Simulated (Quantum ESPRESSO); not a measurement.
## Band energies of Hg₂SeS

```xyz
4
Lattice="4.2901 0.0000 0.0000 0.0000 4.2901 0.0000 0.0000 0.0000 6.0591" Properties=species:S:1:pos:R:3 pbc="T T T"
S      2.1451     2.1451     0.0000
Se     0.0000     0.0000     3.0295
Hg     2.1451     0.0000     4.6181
Hg     0.0000     2.1451     1.4410
```

PBEsol (Quantum ESPRESSO, PseudoDojo norm-conserving, 86 Ry, without SOC); path ΓXMΓZRAZ,XR,MA; energies in eV from the Fermi level.

```
k (1/Å)  point  band 27  band 28  band 29  band 30  band 31  band 32  band 33  band 34
-------  -----  -------  -------  -------  -------  -------  -------  -------  -------
0.00         Γ    -2.32    -2.32    -1.03    -0.17    -0.15    -0.15     2.70     3.02
0.61              -3.83    -2.69    -1.93    -1.42    -0.71     1.95     2.61     5.00
0.73         X    -4.29    -2.40    -2.35    -1.27    -0.84     2.25     2.39     5.34
1.15              -4.55    -2.33    -2.30    -2.20    -1.86     2.81     2.85     3.49
1.46         M    -4.96    -2.49    -2.29    -2.29    -2.11     2.71     2.71     2.81
1.67              -4.49    -2.44    -2.44    -2.11    -2.01     2.67     2.92     3.01
2.19              -2.63    -2.39    -2.15    -0.68    -0.65     1.09     3.11     3.98
2.50         Γ    -2.32    -2.32    -1.03    -0.17    -0.15    -0.15     2.70     3.02
2.76              -2.05    -2.05    -1.95    -0.50    -0.50     0.83     2.64     3.14
3.02         Z    -3.11    -1.54    -1.54    -1.09    -1.09     1.94     2.12     3.63
3.33              -3.84    -1.46    -1.44    -1.21    -1.00     1.74     1.92     4.61
3.75         R    -5.29    -1.28    -1.10    -1.02    -0.84     1.00     1.17     6.16
3.86              -5.27    -1.46    -1.14    -1.07    -1.06     1.19     1.39     5.96
4.38              -5.12    -2.86    -2.68    -2.25    -2.22     3.26     3.29     4.92
4.48         A    -5.17    -2.82    -2.64    -2.38    -2.38     3.34     3.34     4.89
4.86              -4.67    -2.76    -2.55    -1.40    -1.39     2.64     2.68     5.24
5.33              -3.37    -1.72    -1.47    -1.21    -0.97     1.96     2.14     4.02
5.52         Z    -3.11    -1.54    -1.54    -1.09    -1.09     1.94     2.12     3.63
5.52         X    -4.29    -2.40    -2.35    -1.27    -0.84     2.25     2.39     5.34
5.69              -4.55    -2.04    -2.03    -1.27    -0.84     1.94     2.10     5.48
6.04         R    -5.29    -1.28    -1.10    -1.02    -0.84     1.00     1.17     6.16
6.04         M    -4.96    -2.49    -2.29    -2.29    -2.11     2.71     2.71     2.81
6.56         A    -5.17    -2.82    -2.64    -2.38    -2.38     3.34     3.34     4.89
```

At this level the gap is closed or nearly so: along the path the highest valence and lowest conduction bands touch, or overlap by less than 0.6 eV, a zero-gap or semimetallic result; the valence top lies at Γ, the conduction bottom at Γ. Semilocal functionals close the gaps of some narrow-gap semiconductors, so this alone doesn't show that the compound has none.

Without spin-orbit coupling, band edges of such heavy elements can be off by tenths of an eV.

Geometry of the Materials Project entry, not relaxed at this level.

The structure is a Materials Project entry; no match was found in the copy of COD used, and its stability was not checked.
